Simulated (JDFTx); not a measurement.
```json
{
  "surface": "WSi2(101), Si outermost, slab composition W3Si6",
  "bulk": "WSi2, I4/mmm, lattice of mp-1620 (not re-optimised)",
  "slab": "9 atoms in 9 planes, 1x1, 7.7 Å between the outermost planes",
  "in-plane cell": "3.215 × 4.515 Å, 13.56 Å²",
  "cell_height": "23.9 Å",
  "sampling": "8×8×1 k mesh, Fermi smearing 0.01 Ha, no spin polarisation"
}
```

Whether this polymorph is the ambient one wasn't checked.

Method: PBE, GBRV ultrasoft potentials, plane waves to 20/100 Ha, in a modified build of JDFTx. Liquid: soft-sphere model, water, 2 M NaCl. Between zero charge and 0.61 V from it the run gives σ = 16.7 μC/cm², a mean capacitance of 27.4 μF/cm². The liquid has ε = 78.4, a 1:1 salt at 2 M with linear (Debye) response, and T = 298 K.

A calculation by hand: the Debye length, the diffuse-layer capacitance, and the inner capacitance that is left when the two stand in series.

Each ion has density c = 2 × 6.022×10⁻⁴ = 1.204e-03 Å⁻³. λ² = ε kT / (8π (e²/4πε₀) c) with kT = 0.02568 eV and e²/4πε₀ = 14.40 eV Å gives λ = 2.15 Å; the log prints 2.15 Å. C_diffuse = ε₀ε/λ = 323 μF/cm². Then 1/C_inner = 1/27.4 − 1/323, so C_inner = 29.9 μF/cm², which equals a vacuum gap of ε₀/C_inner = 0.30 Å. The diffuse layer takes 8 % of the potential drop; the rest lies between the electrode's charge and the onset of the dielectric, with the electrode's own (quantum) capacitance in it. The split is a model: in the calculation solvent and ions share one smooth cavity.
